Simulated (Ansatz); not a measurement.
Values for one crystal, relaxed and computed with the program Ansatz at the r²SCAN level (PAW); other levels are named.

```yaml
volume_per_atom: 20.02 Å³
electronic_character: metallic (no gap)
Density of states at the Fermi level: 0.26 states/eV per atom (mean over ±0.08 eV)
Formation energy from the elements (no fitted shifts): -0.83 eV/atom
```

Q: Pick the material that matches.
A. Si2Os, C2/m (Si on 4i, Si on 4i, Os on 4i)
B. Cr3Se4, C2/m (Cr on 2d, Cr on 4i, Se on 4i, Se on 4i)
C. FeGe, C2/m (Pearson symbol mS16)
D. CdSe, rock salt

A: B, Cr3Se4, C2/m (Cr on 2d, Cr on 4i, Se on 4i, Se on 4i)

The workflow started from an entry of the Crystallography Open Database (COD). Whether it is the stable phase at ambient conditions was not checked. The cell was relaxed with r²SCAN under the symmetry of its start; whether a distortion lowers the energy is not shown. The final state is ferromagnetic, the only order run, not a proven ground state. Other orbital occupations within this spin state were not tried. No Hubbard U is applied. The compound may be a true metal, but semilocal functionals without U, or a wrong spin order, can also close a gap. The references are the lowest solids computed at this level, not always the standard phases. Scalar-relativistic: spin–orbit coupling is off unless named, which matters more the heavier the elements.

Potentials: the later of the program's two PAW sets.
